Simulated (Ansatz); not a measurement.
MgSn₂O:
```
MgSn2O
1.0
    1.93334     1.11622     7.08847
   -1.93334     1.11622     7.08847
    0.00000    -2.23243     7.08847
Mg O Sn
1 1 2
Cartesian
  0.00000   0.00000  20.50292
  0.00000   0.00000  18.51760
  0.00000   0.00000  11.17481
  0.00000   0.00000   8.28384
```

Relaxed with PBEsol. Special points in fractions of this cell's reciprocal vectors: Γ (0.000, 0.000, 0.000); T (0.500, 0.500, 0.500); H2 (0.817, 0.183, 0.500); H0 (0.500, -0.183, 0.183); L (0.500, 0.000, 0.000); S0 (0.342, -0.342, 0.000); S2 (0.658, 0.000, 0.342); F (0.500, 0.000, 0.500).

Task: List the band energies nearest the Fermi level at these points for DFT-PBEsol in the program Ansatz with PAW potentials.

Result: In eV from the Fermi level; about four levels below and three above (degenerate sets whole), none deeper than 8.9 eV; points with the same levels are listed once.

| k | below | above |
|---|---|---|
| Γ | -5.21 -4.66 -4.66 -2.44 | 3.25 3.25 4.06 |
| T | -5.11 -4.66 -4.66 -1.43 | 0.49 2.95 2.95 |
| H2 | -2.29 -2.07 -1.72 0.00 | 1.40 2.10 3.12 |
| L | -4.69 -3.44 -2.84 -0.84 | 1.39 1.43 2.12 |
| S0 | -4.69 -2.29 -2.09 -1.76 | 0.00 1.65 1.89 |
| F | -4.94 -2.94 -2.13 -1.22 | 0.73 1.45 2.06 |

Space group R3m. The start of the workflow was typed in or built on a structure type; neither database checked (COD, Materials Project) lists it. Whether it is the stable phase at ambient conditions was not checked. Symmetry was held in the PBEsol relaxation; its stability against distortions is not shown here. The volume moved by 19 % from the start of the relaxation. Spin–orbit coupling is left out wherever it is not named.

Potentials: the earlier of the program's two PAW sets. The files were generated under PBE; for other functionals the program regenerates the frozen cores, and for LDA and PBEsol the local potential too.
